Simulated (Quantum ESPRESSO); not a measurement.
W3Zn2ZrGa2, input and log of a self-consistent run

A calculation, not a measurement. The program is pw.x of Quantum ESPRESSO 7.5 (plane-wave density functional theory). The cell is made up: eight metal atoms on a face-centred cubic lattice, with elements, volume, strain and displacements drawn at random and not relaxed, so it may be unstable or far from any real phase. PseudoDojo standard norm-conserving files set the functional (PBE unless stated); there is no spin polarisation or spin-orbit coupling, the Fermi-Dirac width of 0.25 eV means electrons at about 2900 K, and the masses in the input are unused placeholders. Heavy elements are run without spin-orbit coupling, which real alloys of them have. A spin test at this wide smearing found no moment, but such smearing suppresses magnetism that the real alloy may have.

Input:

```
&control calculation='scf', pseudo_dir='./dojo.nc.sr.pbe.v0_5.standard.upf', outdir='./o', disk_io='minimal', tprnfor=.true., tstress=.true. /
&system ibrav=0, nat=8, ntyp=4, nbnd=73, ecutwfc=84.00895049, nosym=.true., tot_charge=0,
 occupations='smearing', smearing='fd', degauss=0.0183746611
/
&electrons conv_thr=1.470e-08, electron_maxstep=70, mixing_beta=0.5 /
ATOMIC_SPECIES
Ga 1.0 Ga.upf
W 1.0 W.upf
Zn 1.0 Zn.upf
Zr 1.0 Zr.upf
CELL_PARAMETERS angstrom
0.0 -1.9498 -1.9498
-5.8494 -1.9498 0.0
-1.9498 3.8996 -5.8494
ATOMIC_POSITIONS angstrom
W -0.0247 0.0242 0.0027
W -1.9135 1.9875 -3.9028
Zn -1.979 -0.0278 -1.9688
Zn -3.8955 1.9788 -5.8334
Zr -3.9208 -0.0156 -3.9297
Ga -3.9003 -1.9074 -1.9261
Ga -5.8535 0.0154 -5.8156
W -5.8572 -1.9326 -3.8555
K_POINTS automatic
9 4 3 1 1 1
```

The log is shortened where brackets say so; the opening notice, blank lines, dates and the lines on written files are dropped, and the path of the files is cut. It prints rydbergs, bohrs and kilobars, and counts compression as positive stress. Its total energy is the free energy E - TS of the whole cell.

```
     Program PWSCF v.7.5
     Parallel version (MPI & OpenMP), running on       4 processor cores
     Number of MPI processes:                 4
     Threads/MPI process:                     1
     [start-up lines left out]
     bravais-lattice index     =            0
     lattice parameter (alat)  =       5.2108  a.u.
     unit-cell volume          =     800.3626 (a.u.)^3
     number of atoms/cell      =            8
     number of atomic types    =            4
     number of electrons       =       120.00
     number of Kohn-Sham states=           73
     kinetic-energy cutoff     =      84.0090  Ry
     charge density cutoff     =     336.0358  Ry
     scf convergence threshold =      1.5E-08
     mixing beta               =       0.5000
     number of iterations used =            8  plain     mixing
     Exchange-correlation= PBE
                           (   1   4   3   4   0   0   0)
     [axes and pseudopotential details left out]
   Cartesian axes
     site n.     atom                  positions (alat units)
         1        W      tau(   1) = (  -0.0089576   0.0087763   0.0009792  )
         2        W      tau(   2) = (  -0.6939424   0.7207789  -1.4153741  )
         3        Zn     tau(   3) = (  -0.7176963  -0.0100818  -0.7139972  )
         4        Zn     tau(   4) = (  -1.4127267   0.7176238  -2.1155178  )
         5        Zr     tau(   5) = (  -1.4219019  -0.0056574  -1.4251295  )
         6        Ga     tau(   6) = (  -1.4144674  -0.6917302  -0.6985118  )
         7        Ga     tau(   7) = (  -2.1228072   0.0055849  -2.1090626  )
         8        W      tau(   8) = (  -2.1241491  -0.7008691  -1.3982204  )
     number of k points=    54  Fermi-Dirac smearing, width (Ry)=  0.0184
                       cart. coord. in units 2pi/alat
        k(    1) = (  -0.0552427  -0.0110485  -0.0675189), wk =   0.0370370
        k(    2) = (   0.0036828  -0.1878252   0.1092578), wk =   0.0370370
     [further k points left out]
     Dense  grid:    83213 G-vectors     FFT dimensions: (  32,  72,  81)
     Estimated max dynamical RAM per process >     320.13 MB
     Estimated total dynamical RAM >       1.19 GB
     Initial potential from superposition of free atoms
     starting charge     119.9905, renormalised to     120.0000
     Starting wfcs are   78 randomized atomic wfcs
     total cpu time spent up to now is       11.0 secs
     per-process dynamical memory:   252.5 Mb
     Self-consistent Calculation
     iteration #  1     ecut=    84.01 Ry     beta= 0.50
     Davidson diagonalization with overlap
     ethr =  1.00E-02,  avg # of iterations =  3.8
     total cpu time spent up to now is       46.0 secs
     total energy              =   -1696.90001649 Ry
     estimated scf accuracy    <       2.32282522 Ry
     iteration #  2     ecut=    84.01 Ry     beta= 0.50
     Davidson diagonalization with overlap
     ethr =  1.94E-03,  avg # of iterations =  5.2
     total cpu time spent up to now is       79.1 secs
     total energy              =   -1695.52609801 Ry
     estimated scf accuracy    <      33.73083865 Ry
     iteration #  3     ecut=    84.01 Ry     beta= 0.50
     Davidson diagonalization with overlap
     ethr =  1.94E-03,  avg # of iterations =  5.5
     total cpu time spent up to now is      110.4 secs
     total energy              =   -1698.06870597 Ry
     estimated scf accuracy    <       1.53150963 Ry
     iteration #  4     ecut=    84.01 Ry     beta= 0.50
     Davidson diagonalization with overlap
     ethr =  1.28E-03,  avg # of iterations =  2.6
     total cpu time spent up to now is      137.4 secs
     total energy              =   -1698.23224294 Ry
     estimated scf accuracy    <       0.09794515 Ry
     iteration #  5     ecut=    84.01 Ry     beta= 0.50
     Davidson diagonalization with overlap
     ethr =  8.16E-05,  avg # of iterations =  7.9
     total cpu time spent up to now is      166.8 secs
     total energy              =   -1698.24383081 Ry
     estimated scf accuracy    <       0.05023289 Ry
     [iterations 6 to 10 left out]
     iteration # 11     ecut=    84.01 Ry     beta= 0.50
     Davidson diagonalization with overlap
     ethr =  2.37E-08,  avg # of iterations =  2.0
     total cpu time spent up to now is      321.5 secs
     total energy              =   -1698.25289087 Ry
     estimated scf accuracy    <       0.00000441 Ry
     iteration # 12     ecut=    84.01 Ry     beta= 0.50
     Davidson diagonalization with overlap
     ethr =  3.67E-09,  avg # of iterations =  2.1
     total cpu time spent up to now is      345.0 secs
     total energy              =   -1698.25289153 Ry
     estimated scf accuracy    <       0.00000070 Ry
     iteration # 13     ecut=    84.01 Ry     beta= 0.50
     Davidson diagonalization with overlap
     ethr =  5.87E-10,  avg # of iterations =  3.3
     total cpu time spent up to now is      370.7 secs
     total energy              =   -1698.25289144 Ry
     estimated scf accuracy    <       0.00000270 Ry
     iteration # 14     ecut=    84.01 Ry     beta= 0.50
     Davidson diagonalization with overlap
     ethr =  5.87E-10,  avg # of iterations =  2.0
     total cpu time spent up to now is      395.4 secs
     total energy              =   -1698.25289170 Ry
     estimated scf accuracy    <       0.00000027 Ry
     iteration # 15     ecut=    84.01 Ry     beta= 0.50
     Davidson diagonalization with overlap
     ethr =  2.23E-10,  avg # of iterations =  1.5
     total cpu time spent up to now is      418.3 secs
     End of self-consistent calculation
     [lines on levels left out]
!    total energy              =   -1698.25289173 Ry
     estimated scf accuracy    <       0.00000001 Ry
     smearing contrib. (-TS)   =      -0.07604418 Ry
     internal energy E=F+TS    =   -1698.17684754 Ry
     The total energy is F=E-TS. E is the sum of the following terms:
     one-electron contribution =    -707.01298820 Ry
     hartree contribution      =     434.31966536 Ry
     xc contribution           =    -293.86645349 Ry
     ewald contribution        =   -1131.61707121 Ry
     convergence has been achieved in  15 iterations
     Forces acting on atoms (cartesian axes, Ry/au):
     atom    1 type  2   force =     0.01966577   -0.00202536    0.00048978
     atom    2 type  2   force =     0.01473047    0.01653322   -0.02340097
     atom    3 type  3   force =     0.02185530   -0.00989038    0.01935575
     atom    4 type  3   force =    -0.00212837    0.01140221   -0.01179467
     atom    5 type  4   force =     0.01889885    0.01620556    0.00372192
     atom    6 type  1   force =    -0.00254065   -0.01138413    0.00950797
     atom    7 type  1   force =    -0.02031817    0.02290905   -0.03105665
     atom    8 type  2   force =    -0.05016319   -0.04375018    0.03317687
     Total force =     0.104624     Total SCF correction =     0.000758
     Computing stress (Cartesian axis) and pressure
          total   stress  (Ry/bohr**3)                   (kbar)     P=      208.35
   0.00156444   0.00008181  -0.00010156          230.14       12.03      -14.94
   0.00008181   0.00133032  -0.00001389           12.03      195.70       -2.04
  -0.00010156  -0.00001389   0.00135422          -14.94       -2.04      199.21
     init_run     :     10.09s CPU     10.50s WALL (       1 calls)
     electrons    :    400.46s CPU    407.36s WALL (       1 calls)
     forces       :      3.61s CPU      3.64s WALL (       1 calls)
     stress       :     11.89s CPU     11.89s WALL (       1 calls)
     [timing details left out]
     PWSCF        :   7m 6.52s CPU   7m14.03s WALL
     JOB DONE.
```

In other units: free energy -23105.908 eV for the cell, pressure 20.83 GPa, largest force component 1.290 eV/Å in size. The run took 436 s of wall time with four MPI processes on a shared machine (Intel Xeon, 2023 or later, virtual cores), so the time is rough. A rerun of this cell at a higher cutoff and on a denser mesh moved values by no more than 0.008 eV in energy, 0.12 GPa in stress and 0.013 eV/Å in force, and a second program with other atomic files agreed on that cell to 2 % rms in force and 0.5 GPa in pressure.